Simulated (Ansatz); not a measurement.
Method: r2SCAN, no spin polarisation; PAW, plane waves to 500 eV, 3×5×5 Γ-centred mesh, fermi-dirac occupations (width 0.0327 eV) (Ansatz 0.2.0), atoms fixed.

Computed maps in the lattice plane spanned by b (left to right, 6.03 Å, 18 points from zero) and c (bottom to top, 6.03 Å, 18 points from zero), 116° apart, at height 0.250 along a. The fields are smooth PAW ones with compensation charges, not the true ones near nuclei.

Valence density. Digits on a logarithmic scale: 0 up to 0.03 e/Å³, each further digit a factor of 1.6, 9 from 1.3 e/Å³ up:
```
544333444432100234
765444555432102456
876655565431124688
887654455421136888
887741454311257864
887633554211368867
766666653212468888
655677654223567876
446788764334667665
357888865457887643
468878865699998643
578548866999999533
688788767999998434
688887568999996334
577765458999964224
455543357898642123
333222345665320012
333222344443210012
```

Q: The cell is SrSiHgS$_{4}$. Which atoms lie within 0.2 Å of this plane, and where (fractions of b and c)?

A: Hg at (0.61, 0.27), Si at (0.27, 0.71), S at (0.91, 0.71), S at (0.20, 0.33). The whole cell:
```
Sr Hg Si S
1.0
   -10.33643    0.00000    0.00000
     0.00000   -5.10438    3.20178
     0.00000    5.10438    3.20178
Sr Hg Si S
2 2 2 8
Direct
  0.00000 0.00000 0.00000
  0.50000 0.00000 0.00000
  0.25000 0.61211 0.27383
  0.75000 0.27383 0.61211
  0.25000 0.27010 0.70570
  0.75000 0.70570 0.27010
  0.58340 0.91330 0.46410
  0.41660 0.46410 0.91330
  0.91660 0.91330 0.46410
  0.08340 0.46410 0.91330
  0.25000 0.91470 0.70910
  0.75000 0.70910 0.91470
  0.25000 0.19580 0.32820
  0.75000 0.32820 0.19580
```

Origin: a known structure type with other elements, at an estimated volume, so it need not be a known compound.
